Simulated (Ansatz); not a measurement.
Relaxed-ion elastic tensor of AlPt (rock salt, space group No. 225) in GPa (Voigt order), DFT-PBEsol in the program Ansatz with PAW potentials; density 11.25 g/cm³, 16.39 Å³ per atom.

```
 289  77.7  77.7   0.0   0.0   0.0
77.7   289  77.7   0.0   0.0   0.0
77.7  77.7   289   0.0   0.0   0.0
 0.0   0.0   0.0   1.0   0.0   0.0
 0.0   0.0   0.0   0.0   1.0   0.0
 0.0   0.0   0.0   0.0   0.0   1.0
```

Problem. Is the crystal mechanically stable?

Solution. On the edge, within the error: the smallest eigenvalue of C is 1.0 GPa.

Problem. Work out the Voigt and Reuss bounds. Is their mean of use?

Solution. K_V = 148, K_R = 148; G_V = 43.0, G_R = 1.7 GPa. The bounds lie so far apart that a Hill average or a Debye temperature from it would say little.

Space group Fm-3m (rock salt). The start of the workflow was typed in or built on a structure type; neither database checked (COD, Materials Project) lists it. Whether it is the stable phase at ambient conditions was not checked. The cell was relaxed with PBEsol under the symmetry of its start; whether a distortion lowers the energy is not shown. No spin polarisation was allowed. As this level gives no gap, shear constants depend on the k-mesh and smearing (Fermi–Dirac, 0.1 eV here). Spin–orbit coupling is left out wherever it is not named.

Potentials: the earlier of the program's two PAW sets. The files were generated under PBE; for other functionals the program regenerates the frozen cores, and for LDA and PBEsol the local potential too.
